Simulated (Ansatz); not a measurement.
GaN (zinc blende) is sheared across one {111} plane, shuffle cut: the third cell vector gains the shift, so faults repeat every 7.8 Å. The cut lies between planes 1.95 Å apart; the cell height is held.

```
GaN
1.0
    3.18062     0.00000     0.00000
    1.59031     2.75450     0.00000
    0.00000     0.00000     7.79090
N Ga
3 3
Direct
  0.66667   0.66667   0.87500
  0.33333   0.33333   0.20833
  0.00000   0.00000   0.54167
  0.00000   0.00000   0.79167
  0.66667   0.66667   0.12500
  0.33333   0.33333   0.45833
```

In-plane vectors a = (3.181, 0.000) Å, b = (1.590, 2.754) Å, area 8.76 Å². The shift is s times the vector a + b (length 5.509 Å), so s = 1 restores the start. Atoms relax along the normal only. γ = [E(shift) − E(0)] / area.

Computed with PBEsol (plane waves to 420 eV, PAW, scalar-relativistic; Ansatz, an electronic-structure program). k mesh 10×10×4 (Γ-centred), Fermi-Dirac smearing 0.05 eV. Energies are extrapolated to zero smearing. Faults lie only 7.8 Å apart, and holding the cell height raises γ above its relaxed value. GaN was relaxed with its symmetry unable to fall. The zero of γ is zero shift.

```json
[
 {"s": "0.000", "γ (mJ/m²)": "0"},
 {"s": "0.083", "γ (mJ/m²)": "withheld"},
 {"s": "0.167", "γ (mJ/m²)": "1505"},
 {"s": "0.250", "γ (mJ/m²)": "2886"},
 {"s": "0.333", "γ (mJ/m²)": "3439"},
 {"s": "0.417", "γ (mJ/m²)": "3039"},
 {"s": "0.500", "γ (mJ/m²)": "2358"},
 {"s": "0.583", "γ (mJ/m²)": "2024"},
 {"s": "0.667", "γ (mJ/m²)": "2045"},
 {"s": "0.750", "γ (mJ/m²)": "1794"},
 {"s": "0.833", "γ (mJ/m²)": "1043"},
 {"s": "0.917", "γ (mJ/m²)": "303"}
]
```

Fit a Fourier form (three harmonics of 1 − cos and sin) to the given rows and predict γ at s = 0.083.

Least squares on the 11 given rows: γ = (1264.1)·[1 − cos(2πs)] + (542.5)·sin(2πs) + (572.9)·[1 − cos(4πs)] + (-267.1)·sin(4πs) + (-99.3)·[1 − cos(6πs)], in mJ/m²; root-mean-square residual 20.1 mJ/m². At 0.083 the fit gives 396 mJ/m²; the calculation gives 368 mJ/m², so the interpolation is off by 28 (+7.6 %). 

(The slope of γ gives the shear force per area between the displaced halves; near zero shift its curvature is an elastic stiffness.)
